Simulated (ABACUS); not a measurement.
Set-up for a self-consistent single point of ZnS (P6_3mc, 8 atoms in the cell; from Materials Project mp-10281, changed as shown).

```
CELL_PARAMETERS angstrom
      3.73277     0.00000     0.00000
     -1.86638     3.23267     0.00000
      0.00000     0.00000    12.20355
ATOMIC_POSITIONS crystal
  Zn 0.66667 0.33333 0.74993
  Zn 0.33333 0.66667 0.24993
  Zn 0.00000 0.00000 0.50000
  Zn 0.00000 0.00000 0.00000
  S  0.66667 0.33333 0.93773
  S  0.33333 0.66667 0.43773
  S  0.00000 0.00000 0.68734
  S  0.00000 0.00000 0.18734
```

Level of theory: LDA (PW92), numerical atomic orbitals SZP (confined pseudo-atomic orbitals with Gaussian additions; energy shift 0.003 Ry), PseudoDojo 0.4 standard norm-conserving LDA (tails mended) pseudopotentials run with ABACUS.

ABACUS settings:

* **basis**: SZP numerical atomic orbitals, energy shift 0.003 Ry
* **KPT**: Gamma 12 12 2 0 0 0
* **basis_type**: lcao
* **dft_functional**: PWLDA
* **ecutwfc**: 100 Ry
* **smearing_method**: fixed
* **potentials**: PseudoDojo 0.4 standard norm-conserving LDA (tails mended)
* **symmetry**: 1
* **symmetry_prec**: 1e-05
* **ks_solver**: genelpa
* **scf_nmax**: 100
* **scf_thr**: 1.0e-07
* **mixing_type**: broyden

### Question
Estimate, at this level of theory: gap on the k-point mesh and pressure.

### Answer
The run gave:

Gap on the k-point mesh: 2.66 eV
Pressure: 4.41 GPa

The gap is read on the k-point mesh of the run and can differ from the gap over the whole zone at this level.

For comparison: a first run was changed to give this one (lattice scaled by 0.98), and from it to this one the free energy goes up by 12.0 meV/atom, the pressure goes from -0.77 to 4.41 GPa and the gap on the mesh goes from 2.300 to 2.662 eV.

The atom-centred basis is finite, which shifts total energies, pressures and gaps against plane waves. A single-zeta basis is rough, for pressures and forces above all. The structure comes from a collection of computed structures, made at another level of theory; the collection holds predicted forms beside known ones.

Cost on one core: roughly 50 core-seconds.

The atomic orbitals were generated for these runs; they are not ABACUS's published sets and were checked against plane waves on a few crystals only.

“Tails mended”: in these copies of the files the far tail of each local potential was reset to the Coulomb form.
